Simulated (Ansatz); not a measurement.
Ti (hcp, Mg type)

```yaml
crystal:
  lattice:
    - [5.87827, 0.00000, 0.00000]
    - [-1.46957, 2.54537, 0.00000]
    - [2.93914, 0.00000, 4.65010]
  atoms:
    - { symbol: Ti, position: [0.79167, 0.66667, 0.75000] }
    - { symbol: Ti, position: [0.29167, 0.66667, 0.75000] }
    - { symbol: Ti, position: [0.20833, 0.33333, 0.25000] }
    - { symbol: Ti, position: [0.70833, 0.33333, 0.25000] }
```

A phonon eigenvector at L = (0.5, 0.0, 0.5) is frozen into this cell: atom i moves by Q times the vector below, so Q is the largest atomic displacement, in Å. The cell is held. It is one choice among 2 degenerate patterns. (q is in reciprocal vectors of the primitive cell; the cell shown is doubled to hold the pattern.)

```tsv
atom	x	y	z
Ti1	0.835	0.482	0.000
Ti2	-0.835	-0.482	0.000
Ti3	0.000	0.000	1.000
Ti4	0.000	0.000	-1.000
```

These are PBE (plane waves to 420 eV, PAW, scalar-relativistic; Ansatz, a quantum-chemistry and plane-wave program) values and carry that method's errors. k mesh 18×18×18 (Γ-centred), Fermi-Dirac smearing 0.05 eV. With partly filled bands, energies and forces of such displacements shift with the k mesh and the smearing. Ti is run without spin polarisation. Ti was relaxed with its symmetry unable to fall.

At one point of the scan the forces (eV/Å) are:

```json
[
 {"atom": "Ti1", "Fx": "-1.164", "Fy": "-0.672", "Fz": "0.000"},
 {"atom": "Ti2", "Fx": "1.067", "Fy": "0.616", "Fz": "0.000"},
 {"atom": "Ti3", "Fx": "0.048", "Fy": "0.028", "Fz": "-1.405"},
 {"atom": "Ti4", "Fx": "0.048", "Fy": "0.028", "Fz": "1.405"}
]
```

Q: Which point is it?
A) Q = 0.090 Å
B) Q = 0.120 Å
C) Q = 0.030 Å
D) Q = 0.150 Å

A: B, Q = 0.120 Å

(For displaced atoms, the force is minus the slope of the energy, and its curvature is a force constant, which sets phonon frequencies.)
